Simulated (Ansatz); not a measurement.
Problem. TiO2 in space group Pbca (No. 61; Ti on 8c, O on 8c, O on 8c) is relaxed with PBE (plane waves, PAW; program Ansatz). What lattice parameters of the conventional cell result?

Solution. a = 5.170 Å, b = 9.259 Å, c = 5.505 Å.

Problem. Give the free coordinates with the occupied sites.

Solution. In one choice of origin and axes:

| atom | site | symmetry | x | y | z |
|---|---|---|---|---|---|
| Ti | 8c | 1 | 0.1377 | 0.3710 | 0.4085 |
| O | 8c | 1 | 0.4640 | 0.2702 | 0.3917 |
| O | 8c | 1 | 0.3170 | 0.4898 | 0.1483 |

Problem. Is it a metal or does it have a gap at this level?

Solution. A gap of 2.40 eV.

Symmetry was held in the PBE relaxation. The run is not spin-polarised.

Potentials: the earlier of the program's two PAW sets.
